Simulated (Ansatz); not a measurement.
Input file for Ansatz (a first-principles code):

Ansatz 0.2 input:
```yaml
crystal:
  lattice:
    - [3.0991770705, 0.0, 0.0]
    - [-1.5495885353, 2.6839660739, 0.0]
    - [0.0, 0.0, 4.7690231805]
  atoms:
    - { symbol: Nb, position: [0.6666666667, 0.3333333333, 0.2541875516] }
    - { symbol: Nb, position: [0.3333333333, 0.6666666667, 0.7458124484] }
    - { symbol: N, position: [0.0, 0.0, 0.5] }
kpoints:
  mp_grid: { grid: [15, 15, 9] }
hamiltonian:
  xc: lda
  pseudopotentials: { kind: paw }
scf:
  occupations: { method: fermi_dirac, width: 0.1 }
phonons:
  method: dfpt
  response_accuracy: low
  eigenvectors: true
  rigid_motions: translations
```

Output (shortened):

```
zone centre: on kpoints.mp_grid the ground state, and the responses unless they are solved on pairs of k-points, stand on 544 of the mesh's 2025 k-points, …
Pseudopotentials: kind: paw
Pseudopotential: Nb, paw, valence charge 13
Pseudopotential: N, paw, valence charge 5
Functional definition: SPW92
Crystal: 3 atoms, lattice volume = 39.669 Å³
Basis set: ecut = 420 eV, 759 PW (Γ), exchange–correlation on 48×48×64 points (8 copies of the dense FFT grid, shifted against one another)
Bands: 20, of which v1, the nominal top of the filled ones, is band 16 counted from 1 (15 counted from 0)
Symmetry: 12 space group operations
k-points: 544 of 2025 (irreducible under 2 space group operations, time reversal used)
PAW frozen core: Nb, regenerated for the run's functional, and the local potential with it
PAW frozen core: N, regenerated for the run's functional, and the local potential with it
Initial wavefunctions: pseudopotential atomic-orbital guess
Eigensolver: davidson
Functional: x = slater, c = lda
SCF iter   1: F=—  HF=-9261.989012 eV  |F-HF|=—  |Δ(HF+E_count)|=         —  Δρ=9.75e-3  dr2=2.01e-2  ethr=1.77e-3  ⟨swp⟩=5.1  Hψ=48244  notcnv=0
all-band conjugate gradients solve this SCF's bands
preconditioner: auto → none
SCF iter   2: F=—  HF=-9261.985231 eV  |F-HF|=—  |Δ(HF+E_count)|=   3.78e-3  Δρ=5.23e-3  dr2=5.79e-3  ethr=6.50e-5  ⟨swp⟩=1.0  Hψ=15232  notcnv=0
SCF iter   3: F=—  HF=-9261.984209 eV  |F-HF|=—  |Δ(HF+E_count)|=   1.02e-3  Δρ=9.11e-4  dr2=8.73e-4  ethr=1.87e-5  ⟨swp⟩=2.1  Hψ=15158  notcnv=0
SCF iter   4: F=—  HF=-9261.984024 eV  |F-HF|=—  |Δ(HF+E_count)|=   1.86e-4  Δρ=3.05e-4  dr2=7.14e-5  ethr=2.82e-6  ⟨swp⟩=2.1  Hψ=16596  notcnv=0
SCF iter   5: F=—  HF=-9261.984006 eV  |F-HF|=—  |Δ(HF+E_count)|=   1.74e-5  Δρ=6.78e-5  dr2=7.97e-7  ethr=2.30e-7  ⟨swp⟩=2.0  Hψ=15052  notcnv=0
SCF iter   6: F=—  HF=-9261.984006 eV  |F-HF|=—  |Δ(HF+E_count)|=   2.35e-7  Δρ=1.46e-5  dr2=3.83e-8  ethr=2.57e-9  ⟨swp⟩=2.3  Hψ=16072  notcnv=0
SCF iter   7: F=—  HF=-9261.984006 eV  |F-HF|=—  |Δ(HF+E_count)|=   2.64e-9  Δρ=1.91e-6  dr2=5.57e-10  ethr=1.24e-10  ⟨swp⟩=2.0  Hψ=13594  notcnv=0
SCF iter   8: F=—  HF=-9261.984006 eV  |F-HF|=—  |Δ(HF+E_count)|=  1.15e-10  Δρ=3.04e-7  dr2=2.23e-11  ethr=1.80e-12  ⟨swp⟩=2.0  Hψ=19381  notcnv=0
SCF iter   9: F=-9261.984006 eV  HF=-9261.984006 eV  |F-HF|=1.82e-12  |Δ(HF+E_count)|=  3.64e-12  Δρ=4.19e-8  dr2=2.00e-13  ethr=1.00e-12  ⟨swp⟩=5.0  Hψ=42853  notcnv=0
the search or the solves at the SCF's close seem to have found levels that the self-consistency loop had missed (the run counts 2) …
SCF 1 converged in 9 iterations: F = -9261.984006 eV  dr2 = 2.00e-13
DFPT response loops at Γ: preconditioner auto → Kerker (q_TF=auto, 2.618 Å⁻¹) (partly filled bands, converged f_vac=0.000) …
SCF converged after 9 iterations
Free energy (F): -9261.984006 eV
Harris-Foulkes:  -9261.984006 eV  (|F-HF|=1.82e-12)
Internal energy: -9261.946170 eV  (E = F + TS)
E sigma→0 (E₀):  -9261.965088 eV
Entropy (-TS):   -0.037836 eV (-12.612 meV/atom)
Fermi energy:    18.713042 eV
--- Per-component energies (eV) ---
  E_band       = -100.265816
  E_kinetic    = 925.166067
  E_local      = -1550.702690  (includes V_loc(G=0)·N_el)
  E_nonlocal   = 292.870092
  E_hartree    = 488.765327
  E_xc         = -410.614329
  E_vxc        = -504.247108  (∫ρ·V_xc dr)
  E_paw        = -6047.573595  (= ΣΔE_a)
  E_vpaw       = -240.882949  (= ΣTr[D̂ρ^β])
  E_aug_tail   = 0.000109  (compensation charges beyond the density's cutoff)
  E_ewald      = -2960.788586
  E_core_change = 0.931433  (= ΣΔE_core)
  E_smearing   = -0.037836  (= −TS)
  E_closure    = 0.000000  (closes the sum)
  Σ components = -9261.984006   (vs F -9261.984006, Δ=0.00e0)
  [band-id]    e_kinetic+e_local+e_nonlocal+2·e_hartree+e_vxc+e_vpaw+e_augmentation_tail = -100.265824   (vs E_band -100.265816, Δ=-7.49e-6)
--- Band table (eV; the first three rows and the last of 544) ---
  k-point 0: bands = ["-36.5611", "-36.3448", "-13.3609", "-12.3743", "-12.3743", "-12.2075", "-12.2075", "-12.0262", "2.4975", "11.1055", "12.6310", "12.6310", "15.5617", "18.2933", "18.3317", "18.3317", "18.8314", "18.8314", "19.4693", "20.0386"]
  k-point 1: bands = ["-36.5550", "-36.3511", "-13.3263", "-12.3694", "-12.3694", "-12.2125", "-12.2125", "-12.0674", "2.5194", "11.0810", "12.6107", "12.6107", "15.6534", "18.0873", "18.1917", "18.1917", "18.9694", "18.9694", "19.7023", "20.2276"]
  k-point 2: bands = ["-36.5377", "-36.3691", "-13.2268", "-12.3551", "-12.3551", "-12.2269", "-12.2269", "-12.1834", "2.5754", "11.0195", "12.5608", "12.5608", "15.9088", "17.7190", "17.9183", "17.9183", "19.3603", "19.3603", "20.1281", "20.6267"]
  k-point 543: bands = ["-36.4075", "-36.3257", "-13.0923", "-12.9714", "-12.7211", "-12.6207", "-12.4263", "-12.2727", "2.9128", "11.6320", "12.4545", "12.7652", "15.4786", "16.2027", "17.0534", "19.5713", "20.7217", "21.0485", "21.5735", "22.4635"]
  band table: 20 of 20 bands, residual norms ≤ 1.0e-3 eV
--- Phonons (Γ-DFPT): 4 representative perturbations + reference, on 544 of 2025 k-points (Σ response iterations 12) ---
  k mesh reduced under 2 symmetry operations, with k and −k counted as one. Each operation leaves every solved perturbation unchanged …
  ASR residual: 6.392e-4 → 0.000e0 eV/Å²; symmetrization residual: 1.543e-5 eV/Å²
  ASR residual per site (eV/Å²): 6.39e-4 6.39e-4 1.47e-4
  Γ frequencies (cm⁻¹): 0.00 0.00 0.00 163.01 163.01 274.96 556.35 556.35 557.59
  non-analytic LO–TO correction: not included (Born effective charges unavailable; polar crystals: no LO–TO splitting at Γ)
```

Cost: about 2.6 core-minutes (a rough figure) on shared cores.

Space group P-3m1 (anti-CdI2 type). The first step of the workflow began from a Materials Project structure, measured or hypothetical; the Crystallography Open Database copy checked does not list it. Its standing as an ambient phase is unchecked. The LDA relaxation kept the symmetry of its start; of distortions, only those at the zone centre were tested. The run is not spin-polarised. With an odd number of electrons in the cell and no spin polarisation, the count alone makes it a metal. As this level gives no gap, phonon frequencies hold no LO–TO term and depend on the k-mesh and smearing (Fermi–Dirac, 0.1 eV here). Scalar-relativistic: spin–orbit coupling is off unless named, which matters more the heavier the elements.

Potentials: the later of the program's two PAW sets.

Ansatz is a plane-wave DFT program.
